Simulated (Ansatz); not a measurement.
## Competing spin states in CsVBr₃

```
Cs V Br
1.0
     7.57000    0.00000    0.00000
    -3.78500    6.55581    0.00000
     0.00000    0.00000    6.32000
Cs V Br
2 2 6
Direct
  0.33333 0.66667 0.75000
  0.66667 0.33333 0.25000
  0.00000 0.00000 0.00000
  0.00000 0.00000 0.50000
  0.16000 0.32000 0.25000
  0.84000 0.16000 0.75000
  0.68000 0.84000 0.25000
  0.84000 0.68000 0.75000
  0.16000 0.84000 0.25000
  0.32000 0.16000 0.75000
```

Computed with plane-wave PAW DFT (Ansatz 0.2.0): r2SCAN, 500 eV cutoff, 4×4×5 Γ-centred mesh, fermi-dirac occupations of width 0.050 eV. The atoms are fixed and numbered as listed; spin is collinear, without spin-orbit coupling.

The cycle has several fixed points for this cell. Moments (μB):

```csv
state,V3,V4,other atoms together,size of the net moment a cell
A,2.49,-2.49,0.00,0.00
B,2.55,2.55,0.02,6.00
C,0.00,0.00,0.00,0.00
```

Site moments are taken in small spheres that don't touch (radius about 0.4 of the atom's shortest bond), so those of the magnetic atoms read low, and they needn't add up to the net moment. State C was run without spin polarisation.

Task: Rank the states by energy at zero smearing.

Result: State A (antiparallel, compensated) is lowest; B (parallel moments) lies 24 meV above it, C (without moments) lies 453 meV above it, all counted an atom of the cell.

Task: Which states have a gap on the mesh, and what pressure does each exert on this cell?

Result: A: gap 2.48 eV, 0.6 GPa; B: gap 1.48 eV, 1.1 GPa; C: no gap, -1.3 GPa (positive in compression).

Task: Compare the parallel order B with the antiparallel order A.

Result: Between B and A the moments keep their size (2.55 against 2.49 μB in the mean), so the difference mostly measures the exchange between the flipped sites: the antiparallel order gains 122 meV for each V atom. The nearest flipped pair stands 3.16 Å apart. Flipped pairs are linked through Br; the widest V–Br–V angle among the nearer links is 74°, at 3.16 Å between the metal atoms.

Task: How much does the cell gain by forming moments?

Result: 453 meV an atom of the cell, or 2265 meV for each V atom, against state C, which has none. A run without spin would miss this and give wrong energies and forces. That state isn't the paramagnet, which keeps its moments, so this is no ordering energy.

The cell is that of a Crystallography Open Database entry, unchanged.

Caveats: only orders that fit this cell and collinear spins were tried, so the true order may need a larger cell or canted moments; atoms and cell are not relaxed, and each state would relax in its own way; the k mesh is coarse, so differences of a few meV are uncertain where a state is a metal; one start a pattern, so a lower state of the same pattern may exist.
